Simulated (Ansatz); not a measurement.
Cu Kα1 powder pattern (kinematic, no thermal factors).
| 2θ (°) | relative intensity |
| --- | --- |
| 19.75 | 20 |
| 28.39 | 100 |
| 35.37 | 82 |
| 40.11 | 19 |
| 40.83 | 18 |
| 45.96 | 27 |
| 54.53 | 46 |
| 59.30 | 25 |
| 63.49 | 14 |
| 65.84 | 9 |
| 67.20 | 4 |
| 73.36 | 3 |
| 74.82 | 9 |
| 77.01 | 6 |
| 77.81 | 16 |
| 78.29 | 3 |
| 81.87 | 10 |
| 86.60 | 2 |
| 87.69 | 9 |
| 88.47 | 12 |

The pattern is computed from a structure relaxed with DFT PBE, scalar-relativistic, plane waves, PAW (Ansatz). No spin polarisation. Its elements are La, O, Sn.

Give the structure.

La2SnO.
Space group P6/mmm (No. 191). a = 5.072 Å, b = 5.072 Å, c = 4.493 Å, α = 90.00°, β = 90.00°, γ = 120.00°
```csv
atom,site,symmetry,x,y,z
La,2d,-6m2,0.3333,0.6667,0.5000
Sn,1a,6/mmm,0.0000,0.0000,0.0000
O,1b,6/mmm,0.0000,0.0000,0.5000
```

A pattern alone doesn't exclude other cells with like lines; this is the one computed.

Another cell of La2SnO relaxed alike, in P6_3/mmc, lies 1.12 eV/atom lower, so this cell isn't the stable form at this level.

It was reached by relaxing an invented guess, and it needn't be the stable form of this composition.
